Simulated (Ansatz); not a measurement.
InP:
```yaml
crystal:
  lattice:
    - [4.17272, 0.00000, 0.00000]
    - [-2.08636, 3.61368, 0.00000]
    - [0.00000, 0.00000, 13.66442]
  atoms:
    - { symbol: In, position: [0.66667, 0.33333, 0.00001] }
    - { symbol: P, position: [0.66667, 0.33333, 0.18770] }
    - { symbol: In, position: [0.00000, 0.00000, 0.25011] }
    - { symbol: P, position: [0.00000, 0.00000, 0.43718] }
    - { symbol: In, position: [0.33333, 0.66667, 0.50001] }
    - { symbol: P, position: [0.33333, 0.66667, 0.68770] }
    - { symbol: In, position: [0.00000, 0.00000, 0.75011] }
    - { symbol: P, position: [0.00000, 0.00000, 0.93718] }
```

Relaxed with r²SCAN. Special points in fractions of this cell's reciprocal vectors: Γ (0.000, 0.000, 0.000); M (0.500, 0.000, 0.000); K (0.333, 0.333, 0.000); A (0.000, 0.000, 0.500); L (0.500, 0.000, 0.500); H (0.333, 0.333, 0.500).

Q: List the band energies nearest the valence-band maximum at these points for plane-wave PAW r²SCAN with spin–orbit coupling (Ansatz code).

A: In eV from the valence-band maximum; about four levels below and three above (degenerate sets whole), none deeper than 8.9 eV; points with the same levels are listed once.

```tsv
k	below	above
Γ	-0.03 -0.03 0.00 0.00	1.04 1.04 1.64 1.64
M	-1.30 -1.30 -1.02 -1.02	1.81 1.81 1.89 1.89
K	-1.99 -1.99 -1.94 -1.49 -1.49	2.88 2.88 3.42 3.42
A	-0.18 -0.18 -0.18 -0.18	1.76 1.76 1.76 1.76
L	-1.28 -1.28 -1.28 -1.28	2.17 2.17 2.17 2.17
H	-1.81 -1.81 -1.80 -1.80	2.82 2.82 2.84 2.84
```

Space group P6_3mc. The start of the workflow was typed in or built on a structure type; the Crystallography Open Database copy checked does not list it. It is not the phase usual at ambient conditions (space group No. 216). The cell was relaxed with r²SCAN under the symmetry of its start; whether a distortion lowers the energy is not shown.

Potentials: the later of the program's two PAW sets.
